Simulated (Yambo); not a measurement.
G0W0@PBEsol for BeTe (zinc blende, space group F-43m, No. 216) in Yambo. Reference settings: 4×4×4 Γ-centred k mesh, bands 2 to 104 and a 10 Ry block in the screening, 104 bands in G with the Bruneval-Gonze terminator, plasmon pole fitted at 27.2 eV. The PBEsol gap Γ → X on this mesh is 1.84 eV; G0W0 gaps are taken between the same points.

```json
[
 {"change from the reference": "reference settings", "G0W0 gap Γ → X (eV)": "3.30", "shift of the valence edge (eV)": "-1.25"},
 {"change from the reference": "37 bands in W, 37 bands in G", "G0W0 gap Γ → X (eV)": "3.27", "shift of the valence edge (eV)": "-1.00"},
 {"change from the reference": "66 bands in W, 66 bands in G", "G0W0 gap Γ → X (eV)": "3.28", "shift of the valence edge (eV)": "-1.17"},
 {"change from the reference": "37 bands in G, no terminator", "G0W0 gap Γ → X (eV)": "3.16", "shift of the valence edge (eV)": "-0.79"},
 {"change from the reference": "8 Ry block", "G0W0 gap Γ → X (eV)": "3.28", "shift of the valence edge (eV)": "-1.22"},
 {"change from the reference": "no terminator", "G0W0 gap Γ → X (eV)": "3.27", "shift of the valence edge (eV)": "-1.17"},
 {"change from the reference": "37 bands in G", "G0W0 gap Γ → X (eV)": "3.30", "shift of the valence edge (eV)": "-1.22"},
 {"change from the reference": "4 Ry block", "G0W0 gap Γ → X (eV)": "?", "shift of the valence edge (eV)": "-1.08"}
]
```

### Question
Estimate the withheld gaps from the other rows; the computed values follow.

### Answer

- 4 Ry block, G0W0 gap Γ → X (eV): 3.15

The reference isn't shown to be the converged limit.

The standard potential for Te keeps a d shell in the valence without the s and p states of that shell. In tests on such compounds this moved G0W0 gaps by up to about 0.9 eV, so absolute quasiparticle energies here are unreliable; differences between settings are what counts.

Spin-orbit coupling is not included.

Geometry relaxed with PBEsol; primitive cell a = b = c = 3.965 Å, α = β = γ = 60.00°.

A shift is the quasiparticle energy of the state minus its PBEsol energy.
